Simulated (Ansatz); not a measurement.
Relaxed La$_{2}$O$_{3}$ (A-La2O3 type, space group P-3m1):

```yaml
crystal:
  lattice:
    - [3.94027, 0.00000, 0.00000]
    - [-1.97014, 3.41238, 0.00000]
    - [0.00000, 0.00000, 6.18799]
  atoms:
    - { symbol: La, position: [0.33333, 0.66667, 0.24739] }
    - { symbol: La, position: [0.66667, 0.33333, 0.75261] }
    - { symbol: O, position: [0.00000, 0.00000, 0.00000] }
    - { symbol: O, position: [0.33333, 0.66667, 0.64528] }
    - { symbol: O, position: [0.66667, 0.33333, 0.35472] }
```

In each cell atom 1 (La, nearest neighbour O at 2.370 Å; its periodic images, 3.9 Å or more away, move with it) moves by s·(0.000, 0.000, 1.000) (along Cartesian z), the rest being held.

Level of theory: PBE (plane waves to 420 eV, PAW, scalar-relativistic; Ansatz, a quantum-chemistry and plane-wave program). k mesh 8×8×5 (Γ-centred), Fermi-Dirac smearing 0.05 eV. The energy includes the smearing's −TS. Left out: 1 of 11 points, with atoms too close for the PAW data. La2O3 is run without spin polarisation. La2O3 was relaxed with its symmetry unable to fall. ΔE is measured from the undisplaced structure.

The scan covers s from -0.470 to 0.376 Å in 10 points.

Q: Is this a single well or a double well?

A: A single well with its minimum at or next to zero displacement.

Q: Is the energy the same for displacements of ±0.376 Å, and if not, which side lies higher?

A: Not even: the positive side lies higher at ±0.376 Å. With its periodic images moving along, the atom's site symmetry in this cell is 3m..

Q: What is the energy change at s = 0.376 Å?

A: 1051 meV/cell.

Q: What force acts on the atom along the line at s = -0.470 Å?

A: 4.08 eV/Å.

Q: What is the force constant k = d²E/ds² of this move at s = 0?

A: 11.7 eV/Å².

(A displaced cell: forces are minus the slopes of the energy, force constants its curvatures, and phonons follow from these.)
